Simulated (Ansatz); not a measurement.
## Zn$_{2}$Cd$_{3}$Se$_{5}$ (I-4m2) at 2 levels of theory

One geometry, relaxed with PBE; plane waves with PAW potentials in Ansatz, scalar-relativistic. No spin polarisation. Gaps are the least over mesh and band path; pressure is positive in compression.

```cif
data_structure
_symmetry_space_group_name_H-M 'I-4m2'
_symmetry_Int_Tables_number 119
_cell_length_a 4.2305
_cell_length_b 4.2305
_cell_length_c 30.3148
_cell_angle_alpha 90.000
_cell_angle_beta 90.000
_cell_angle_gamma 90.000
_cell_volume 542.55
loop_
_atom_site_label
_atom_site_type_symbol
_atom_site_symmetry_multiplicity
_atom_site_Wyckoff_symbol
_atom_site_fract_x
_atom_site_fract_y
_atom_site_fract_z
_atom_site_occupancy
Zn1 Zn 4 e 0.50000 0.50000 0.40172 1
Cd1 Cd 4 e 0.50000 0.50000 0.19658 1
Cd2 Cd 2 b 0.50000 0.50000 0.00000 1
Se1 Se 2 d 0.50000 0.00000 0.25000 1
Se2 Se 4 f 0.00000 0.50000 0.35711 1
Se3 Se 4 f 0.50000 0.00000 0.44633 1
```

```json
{"level": "PBE", "cutoff (eV)": "420", "k mesh": "10×10×10", "gap (eV)": "0.64", "pressure (GPa)": "0.0"}
```

**Question.** What comes out on the same cell with r2SCAN?

**Answer.**
```tsv
level	cutoff (eV)	k mesh	gap (eV)	pressure (GPa)
r2SCAN	500	10×10×10	1.14	-1.7
```

The structure comes from a generated guess; another structure or a mixture of phases may lie lower.
